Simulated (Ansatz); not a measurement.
Geometry optimisation in Ansatz: input, command and trajectory.

```yaml
crystal:
  lattice:
    - [2.2771759636, -3.7184072046, 0.0]
    - [2.2771759636, 3.7184072046, 0.0]
    - [0.0, 0.0, 7.1951177858]
  atoms:
    - { symbol: B, position: [0.3804094371, 0.6195905629, 0.0] }
    - { symbol: B, position: [0.6195905629, 0.3804094371, 0.0] }
    - { symbol: B, position: [0.5, 0.5, 0.5] }
    - { symbol: I, position: [0.0, 0.5, 0.0] }
    - { symbol: I, position: [0.5, 0.0, 0.0] }
basis:
  ecutwfc: 420
kpoints:
  mp_grid: { grid: [4, 4, 4] }
hamiltonian:
  xc: pbe
scf:
  occupations: { method: gaussian, width: 0.1 }
  lower_state_search: "off"
output:
  forces: true
  stress: true
  eigenvalues: true
relax:
  adjacent_minimum: "off"
  f_tol: 0.04
  max_steps: 70
  cell: { stress_tol: 0.4 }
```

```bash
ansatz run input.yaml --threads 1 --pin off --max-ram 2560MiB --backend cpu --events-out ev --progress --plain --runs-dir out
```

All numbers below come from DFT PBE, scalar-relativistic, plane waves, PAW (Ansatz 0.2.0).

Of 35 frames 10 are shown, positions in Å and forces in eV/Å; the SCF threshold varies from step to step. Steps run on the plane waves of an earlier cell, with a Pulay correction in the pressure. The basis is chosen afresh for the last frame, the zero of the energies, and at times for earlier ones too; energy and pressure step there, also at an unchanged geometry. Here that happened at steps 25 (-287 meV/atom, 14.5 GPa), 32 (-13 meV/atom, 0.7 GPa); the frames before carry an error of that size. The mark taken_back stands on steps that the optimiser undid.

```xyz
5
Lattice="2.2772 -3.7184 0.0000 2.2772 3.7184 0.0000 0.0000 0.0000 7.1951" Properties=species:S:1:pos:R:3:forces:R:3 pbc="T T T" step=1 free_energy_over_end_meV_per_atom=9908.43 pressure_GPa=119.03
B     2.2772    0.8894    0.0000    0.0000  -45.6236    0.0000
B     2.2772   -0.8894    0.0000    0.0000   45.6236    0.0000
B     2.2772    0.0000    3.5976    0.0000    0.0000    0.0000
I     1.1386    1.8592    0.0000    0.0000    0.0000    0.0000
I     1.1386   -1.8592    0.0000    0.0000    0.0000    0.0000
5
Lattice="2.7040 -4.2711 0.0000 2.7040 4.2711 0.0000 0.0000 0.0000 7.1086" Properties=species:S:1:pos:R:3:forces:R:3 pbc="T T T" step=5 free_energy_over_end_meV_per_atom=2794.60 pressure_GPa=21.99
B     2.7040    0.6982    0.0000    0.0000   -0.3243    0.0000
B     2.7040   -0.6982    0.0000    0.0000    0.3243    0.0000
B     2.7040    0.0000    3.5543    0.0000    0.0000    0.0000
I     1.3520    2.1355    0.0000    0.0000    0.0000    0.0000
I     1.3520   -2.1355    0.0000    0.0000    0.0000    0.0000
5
Lattice="3.0721 -4.6773 0.0000 3.0721 4.6773 0.0000 0.0000 0.0000 6.3628" Properties=species:S:1:pos:R:3:forces:R:3 pbc="T T T" step=9 free_energy_over_end_meV_per_atom=1845.92 pressure_GPa=-0.25
B     3.0721    0.7543    0.0000    0.0000    0.1488    0.0000
B     3.0721   -0.7543    0.0000    0.0000   -0.1488    0.0000
B     3.0721    0.0000    3.1814    0.0000    0.0000    0.0000
I     1.5360    2.3387    0.0000    0.0000    0.0000    0.0000
I     1.5360   -2.3387    0.0000    0.0000    0.0000    0.0000
5
Lattice="3.1246 -4.7116 0.0000 3.1246 4.7116 0.0000 0.0000 0.0000 5.3056" Properties=species:S:1:pos:R:3:forces:R:3 pbc="T T T" step=12 free_energy_over_end_meV_per_atom=1633.29 pressure_GPa=-2.00
B     3.1246    0.7628    0.0000    0.0000    0.1761    0.0000
B     3.1246   -0.7628    0.0000    0.0000   -0.1761    0.0000
B     3.1246    0.0000    2.6528    0.0000    0.0000    0.0000
I     1.5623    2.3558    0.0000    0.0000    0.0000    0.0000
I     1.5623   -2.3558    0.0000    0.0000    0.0000    0.0000
5
Lattice="3.1489 -4.7210 0.0000 3.1489 4.7210 0.0000 0.0000 0.0000 3.9126" Properties=species:S:1:pos:R:3:forces:R:3 pbc="T T T" step=16 free_energy_over_end_meV_per_atom=1152.55 pressure_GPa=-3.80
B     3.1489    0.7619    0.0000    0.0000    0.9346    0.0000
B     3.1489   -0.7619    0.0000    0.0000   -0.9346    0.0000
B     3.1489    0.0000    1.9563    0.0000    0.0000    0.0000
I     1.5744    2.3605    0.0000    0.0000    0.0000    0.0000
I     1.5744   -2.3605    0.0000    0.0000    0.0000    0.0000
5
Lattice="3.2113 -4.7194 0.0000 3.2113 4.7194 0.0000 0.0000 0.0000 2.8441" Properties=species:S:1:pos:R:3:forces:R:3 pbc="T T T" step=20 free_energy_over_end_meV_per_atom=724.29 pressure_GPa=12.16 taken_back
B     3.2113    0.7704    0.0000    0.0000    1.4277    0.0000
B     3.2113   -0.7704    0.0000    0.0000   -1.4277    0.0000
B     3.2113    0.0000    1.4221    0.0000    0.0000    0.0000
I     1.6057    2.3597    0.0000    0.0000    0.0000    0.0000
I     1.6057   -2.3597    0.0000    0.0000    0.0000    0.0000
5
Lattice="3.1942 -4.8263 0.0000 3.1942 4.8263 0.0000 0.0000 0.0000 3.0299" Properties=species:S:1:pos:R:3:forces:R:3 pbc="T T T" step=24 free_energy_over_end_meV_per_atom=644.98 pressure_GPa=-0.01
B     3.1942    0.7993    0.0000    0.0000   -0.0007    0.0000
B     3.1942   -0.7993    0.0000    0.0000    0.0007    0.0000
B     3.1942    0.0000    1.5150    0.0000    0.0000    0.0000
I     1.5971    2.4131    0.0000    0.0000    0.0000    0.0000
I     1.5971   -2.4131    0.0000    0.0000    0.0000    0.0000
5
Lattice="3.4161 -4.9676 0.0000 3.4161 4.9676 0.0000 0.0000 0.0000 2.9884" Properties=species:S:1:pos:R:3:forces:R:3 pbc="T T T" step=27 free_energy_over_end_meV_per_atom=141.94 pressure_GPa=7.58
B     3.4161    0.8139    0.0000    0.0000   -0.0968    0.0000
B     3.4161   -0.8139    0.0000    0.0000    0.0968    0.0000
B     3.4161    0.0000    1.4942    0.0000    0.0000    0.0000
I     1.7080    2.4838    0.0000    0.0000    0.0000    0.0000
I     1.7080   -2.4838    0.0000    0.0000    0.0000    0.0000
5
Lattice="3.8311 -5.1543 0.0000 3.8311 5.1543 0.0000 0.0000 0.0000 2.9688" Properties=species:S:1:pos:R:3:forces:R:3 pbc="T T T" step=31 free_energy_over_end_meV_per_atom=15.23 pressure_GPa=-0.03
B     3.8311    0.8312    0.0000    0.0000   -0.0314    0.0000
B     3.8311   -0.8312    0.0000    0.0000    0.0314    0.0000
B     3.8311    0.0000    1.4844    0.0000    0.0000    0.0000
I     1.9155    2.5771    0.0000    0.0000    0.0000    0.0000
I     1.9155   -2.5771    0.0000    0.0000    0.0000    0.0000
5
Lattice="3.9289 -5.1206 0.0000 3.9289 5.1206 0.0000 0.0000 0.0000 2.9693" Properties=species:S:1:pos:R:3:forces:R:3 pbc="T T T" step=35 free_energy_over_end_meV_per_atom=0.00 pressure_GPa=0.06
B     3.9289    0.8312    0.0000    0.0000   -0.0015    0.0000
B     3.9289   -0.8312    0.0000    0.0000    0.0015    0.0000
B     3.9289    0.0000    1.4846    0.0000    0.0000    0.0000
I     1.9645    2.5603    0.0000    0.0000    0.0000    0.0000
I     1.9645   -2.5603    0.0000    0.0000    0.0000    0.0000
```

The start is a random arrangement. At the end the space group is Cmmm (tolerance 0.05 Å).

It took 2.4 min on 1 thread of Intel(R) Xeon(R) Platinum 8375C CPU @ 2.90GHz (Ice Lake), with other jobs on the host, peak memory 0.45 GiB.

The k mesh is coarse. Spin polarisation was left out, and a magnetic state may lie lower.